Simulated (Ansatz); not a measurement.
Here is the system:

GaAs:
```cif
data_AsGa
_chemical_formula_sum 'Ga1 As1'
_space_group_name_H-M_alt 'Pm-3m'
_space_group_IT_number 221
_space_group_name_Hall '-P 4 2 3'
_cell_length_a 3.37402
_cell_length_b 3.37402
_cell_length_c 3.37402
_cell_angle_alpha 90.000
_cell_angle_beta 90.000
_cell_angle_gamma 90.000
loop_
_atom_site_label
_atom_site_type_symbol
_atom_site_symmetry_multiplicity
_atom_site_Wyckoff_symbol
_atom_site_fract_x
_atom_site_fract_y
_atom_site_fract_z
_atom_site_occupancy
Ga1 Ga 1 a 0.00000 0.00000 0.00000 1
As1 As 1 b 0.50000 0.50000 0.50000 1
```

This is the PBE-relaxed structure.

**Question.** All from the program Ansatz at the PBE level (PAW), unless another level is named. Give the electronic character.

**Answer.** metallic (no gap).

**Question.** Next, the formation energy from the elements (no fitted shifts)?

**Answer.** 0.19 eV/atom.

**Question.** And the gap with spin–orbit coupling?

**Answer.** none (metallic).

The cell is a constructed one: a structure type filled with these elements; neither database checked (COD, Materials Project) lists it. It is not the phase usual at ambient conditions (space group No. 216). The PBE relaxation kept the symmetry of its start; whether a distortion lowers the energy is not shown. The references are the lowest solids computed at this level, not always the standard phases. Scalar-relativistic: spin–orbit coupling is off unless named, which matters more the heavier the elements.

Potentials: the earlier of the program's two PAW sets.
